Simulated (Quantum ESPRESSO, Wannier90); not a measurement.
**Wannierisation of Rb2Te (anti-fluorite)**

Structure: Materials Project mp-441, symmetrised, not relaxed again. Not found in the COD (Crystallography Open Database) copy used; not checked further. Level: PBEsol, no spin polarisation, no spin-orbit coupling; pw.x of Quantum ESPRESSO at 66 Ry with PseudoDojo potentials, 6×6×6 k-points, Wannier90. Density: 6×6×6 mesh, cold smearing 0.01 Ry. Spin-orbit coupling is left out although heavy elements are present.

On the energy scale of pw.x, whose zero is arbitrary, the valence-band maximum lies at 2.78 eV.

Input w.win:

```
num_bands = 3
num_wann = 3
exclude_bands = 1-14,18-26
num_iter = 1000
conv_tol = 1.0e-6
conv_window = 4
write_hr = true
write_u_matrices = true
auto_projections = true
begin unit_cell_cart
ang
    0.0000000000    4.2811050000    4.2811050000
    4.2811050000    0.0000000000    4.2811050000
    4.2811050000    4.2811050000    0.0000000000
end unit_cell_cart
begin atoms_frac
Rb   0.2500000000  0.2500000000  0.2500000000
Rb  -0.2500000000 -0.2500000000 -0.2500000000
Te   0.0000000000  0.0000000000  0.0000000000
end atoms_frac
mp_grid = 6 6 6
begin kpoints
0.0000000000 0.0000000000 0.0000000000
0.0000000000 0.0000000000 0.1666666667
0.0000000000 0.0000000000 0.3333333333
... (213 more lines: the 6x6x6 mesh through Gamma)
end kpoints
```

Input of pw2wannier90.x that gives the overlap and projection files (equivalent; here they were cut from one run over all bands):

```
&inputpp
  outdir = './out'
  prefix = 'pwscf'
  seedname = 'w'
  write_amn = .true.
  write_mmn = .true.
  atom_proj = .true.
  atom_proj_exclude = 1 2 3 4 5 6 7 8 9 10 11 12 13 14 15 16
/
```

Output w.wout (banner and timings cut):

```
                                    ------
                                    SYSTEM
                                    ------

                              Lattice Vectors (Ang)
                    a_1     0.000000   4.281105   4.281105
                    a_2     4.281105   0.000000   4.281105
                    a_3     4.281105   4.281105   0.000000

                   Unit Cell Volume:     156.92699  (Ang^3)

                        Reciprocal-Space Vectors (Ang^-1)
                    b_1    -0.733828   0.733828   0.733828
                    b_2     0.733828  -0.733828   0.733828
                    b_3     0.733828   0.733828  -0.733828

 *----------------------------------------------------------------------------*
 |   Site       Fractional Coordinate          Cartesian Coordinate (Ang)     |
 +----------------------------------------------------------------------------+
 | rb   1   0.25000   0.25000   0.25000   |    2.14055   2.14055   2.14055    |
 | rb   2  -0.25000  -0.25000  -0.25000   |   -2.14055  -2.14055  -2.14055    |
 | te   1   0.00000   0.00000   0.00000   |    0.00000   0.00000   0.00000    |
 *----------------------------------------------------------------------------*
                                ------------
                                K-POINT GRID
                                ------------

             Grid size =  6 x  6 x  6      Total points =  216

 *---------------------------------- MAIN ------------------------------------*
 |  Number of Wannier Functions               :                 3             |
 |  Number of Objective Wannier Functions     :                 3             |
 |  Number of input Bloch states              :                 3             |
 |  Output verbosity (1=low, 5=high)          :                 1             |
 |  Timing Level (1=low, 5=high)              :                 1             |
 |  Optimisation (0=memory, 3=speed)          :                 3             |
 |  Length Unit                               :               Ang             |
 |  Post-processing setup (write *.nnkp)      :                 F             |
 |  Using Gamma-only branch of algorithms     :                 F             |
 *----------------------------------------------------------------------------*
 *------------------------------- WANNIERISE ---------------------------------*
 |  Total number of iterations                :              1000             |
 |  Number of CG steps before reset           :                 5             |
 |  Trial step length for line search         :             2.000             |
 |  Convergence tolerence                     :         0.100E-05             |
 |  Convergence window                        :                 4             |
 |  Iterations between writing output         :                 1             |
 |  Iterations between backing up to disk     :               100             |
 |  Write r^2_nm to file                      :                 F             |
 |  Write xyz WF centres to file              :                 F             |
 |  Write on-site energies <0n|H|0n> to file  :                 F             |
 |  Use guiding centre to control phases      :                 F             |
 |  Use phases for initial projections        :                 F             |
 *----------------------------------------------------------------------------*
 *-------------------------------- PLOTTING ----------------------------------*
 |  Plotting Hamiltonian in WF basis          :                 T             |
 *----------------------------------------------------------------------------*

       ... (k-mesh section left out)

 Starting a new Wannier90 calculation ...

 Reading overlaps from w.mmn

 Reading projections from w.amn

 *------------------------------- WANNIERISE ---------------------------------*
 +--------------------------------------------------------------------+<-- CONV
 | Iter  Delta Spread     RMS Gradient      Spread (Ang^2)            |<-- CONV
 +--------------------------------------------------------------------+<-- CONV

 ------------------------------------------------------------------------------
 Initial State
  WF centre and spread    1  ( -0.000000,  0.000000, -0.000000 )     3.45691455
  WF centre and spread    2  (  0.000000, -0.000000, -0.000000 )     3.45691455
  WF centre and spread    3  ( -0.000000, -0.000000,  0.000000 )     3.45691456
  Sum of centres and spreads ( -0.000000, -0.000000,  0.000000 )    10.37074367

      0     0.104E+02     0.0000000000       10.3707436719  <-- CONV
        O_D=      0.0000000 O_OD=      0.0963398 O_TOT=     10.3707437 <-- SPRD
 ------------------------------------------------------------------------------
      1    -0.377E-05     0.0025512951       10.3707398973  <-- CONV
        O_D=      0.0000000 O_OD=      0.0963360 O_TOT=     10.3707399 <-- SPRD
      2    -0.183E-06     0.0006260911       10.3707397144  <-- CONV
        O_D=      0.0000000 O_OD=      0.0963358 O_TOT=     10.3707397 <-- SPRD
      3    -0.404E-08     0.0001103505       10.3707397103  <-- CONV
        O_D=      0.0000000 O_OD=      0.0963358 O_TOT=     10.3707397 <-- SPRD
      4    -0.355E-14     0.0000006493       10.3707397103  <-- CONV
        O_D=      0.0000000 O_OD=      0.0963358 O_TOT=     10.3707397 <-- SPRD
      5    -0.711E-14     0.0000006433       10.3707397103  <-- CONV
        O_D=      0.0000000 O_OD=      0.0963358 O_TOT=     10.3707397 <-- SPRD
             <<<     Delta < 1.000E-06  over  4 iterations     >>>
             <<< Wannierisation convergence criteria satisfied >>>
 Final State
  WF centre and spread    1  ( -0.000000,  0.000000, -0.000000 )     3.45691323
  WF centre and spread    2  (  0.000000, -0.000000, -0.000000 )     3.45691323
  WF centre and spread    3  ( -0.000000, -0.000000,  0.000000 )     3.45691324
  Sum of centres and spreads ( -0.000000, -0.000000,  0.000000 )    10.37073971

         Spreads (Ang^2)       Omega I      =    10.274403909
        ================       Omega D      =     0.000000000
                               Omega OD     =     0.096335801
    Final Spread (Ang^2)       Omega Total  =    10.370739710
```
